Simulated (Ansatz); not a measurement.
C in space group Pnma (No. 62; C on 4c, C on 4c, C on 4c, C on 4c) at seven volumes, DFT-r²SCAN in the program Ansatz with PAW potentials, shape and atoms relaxed at each. One row is withheld.

```csv
V (Å³/atom),P (GPa)
5.364,46.55
5.541,28.81
5.718,13.40
5.895,0.00
6.072,?
6.248,-21.76
6.425,-30.54
```

Problem. Fit the shown pressures and predict the withheld one.

Solution. Third-order Birch–Murnaghan: P = (3/2)B₀(x^(7/2) − x^(5/2))[1 + (3/4)(B′ − 4)(x − 1)] with x = (V₀/V)^(2/3). Least squares on the six rows gives V₀ = 5.895 Å³/atom, B₀ = 415.5 GPa, B′ = 3.64. At V = 6.072, x = 0.9805 and P = -11.65 GPa. The run itself gave -11.64 GPa.

The start of the workflow was typed in or built on a structure type; neither database checked (COD, Materials Project) lists it. It is not the phase usual at ambient conditions (space group No. 194, 227). The r²SCAN relaxation kept the symmetry of its start; its stability against distortions is not shown here.

Potentials: the later of the program's two PAW sets.
